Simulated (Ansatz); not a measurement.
Data:

TaP:
```xyz
2
Lattice="3.2820 0.0000 0.0000 -1.6410 2.8423 0.0000 0.0000 0.0000 3.3166" Properties=species:S:1:pos:R:3 pbc="T T T"
Ta     1.6410     0.9474     0.0000
P      0.0000     0.0000     1.6583
```

This is the PBEsol-relaxed structure. Cartesian axes are those of the cell as given.

**Question.** All from PBEsol in the plane-wave PAW code Ansatz, unless another level is named. Predict the bulk modulus (Birch–Murnaghan fit).

**Answer.** 210 GPa.

**Question.** Next, the elastic constants (relaxed ions, GPa)?

**Answer.** C11 = 310, C12 = 124, C13 = 169, C33 = 446, C44 = 215.

Space group P-6m2. The first step of the workflow began from a Materials Project structure, measured or hypothetical; the Crystallography Open Database copy checked does not list it. COD files the formula under space group No. 141, so this cell is another polymorph or a model. Whether it is the stable phase at ambient conditions was not checked. The PBEsol relaxation kept the symmetry of its start; of distortions, only those at the zone centre were tested. The run is not spin-polarised. As this level gives no gap, shear constants depend on the k-mesh and smearing (Fermi–Dirac, 0.1 eV here). Spin–orbit coupling is left out wherever it is not named.

Potentials: the later of the program's two PAW sets.
